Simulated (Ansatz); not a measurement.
Total density of states per atom from PBEsol in the plane-wave PAW code Ansatz, in 0.25 eV bins, energy from the valence-band maximum:

(E (eV), states/eV/atom): (-7.85, 0.00); (-7.60, 0.00); (-7.35, 0.00); (-7.10, 0.00); (-6.85, 0.00); (-6.60, 0.00); (-6.35, 0.59); (-6.10, 0.41); (-5.85, 0.49); (-5.60, 0.84); (-5.35, 0.61); (-5.10, 0.19); (-4.85, 0.37); (-4.60, 0.46); (-4.35, 0.42); (-4.10, 1.03); (-3.85, 1.00); (-3.60, 1.08); (-3.35, 0.50); (-3.10, 0.25); (-2.85, 0.44); (-2.60, 0.30); (-2.35, 0.01); (-2.10, 0.00); (-1.85, 0.15); (-1.60, 1.08); (-1.35, 1.35); (-1.10, 1.43); (-0.85, 1.92); (-0.60, 0.60); (-0.35, 0.30); (-0.10, 0.16); (0.15, 0.00); (0.40, 0.00); (0.65, 0.00); (0.90, 0.00); (1.15, 0.00); (1.40, 0.00); (1.65, 0.00); (1.90, 0.01); (2.15, 0.57); (2.40, 0.82); (2.65, 0.63); (2.90, 0.56); (3.15, 0.48); (3.40, 0.76); (3.65, 0.99); (3.90, 1.10); (4.15, 1.08); (4.40, 0.63); (4.65, 0.32); (4.90, 0.06); (5.15, 0.00); (5.40, 0.00); (5.65, 0.06); (5.90, 0.30); (6.15, 0.23); (6.40, 0.30)

Problem. Which of these materials gives this?
A. BeS, NiAs type
B. FeS2, Pa-3 (Fe on 4a, S on 8c)
C. Zr, hcp (Mg type)
D. S, α-S8

Solution. D, S, α-S8. Top 1 eV of the valence band: S 3p 93 %. Bottom 1 eV of the conduction band: S 3p 78 %, S 3s 12 %, outside the projected shells 10 %. Projections are on Löwdin-orthogonalised atomic valence shells; empty p or d shells of many metals are not among them.

Space group Fddd (α-S8). Symmetry was held in the PBEsol relaxation. A crystal of weakly bound molecules computed without a dispersion correction: the cell and the soft elastic constants depend strongly on that.

Potentials: the later of the program's two PAW sets.
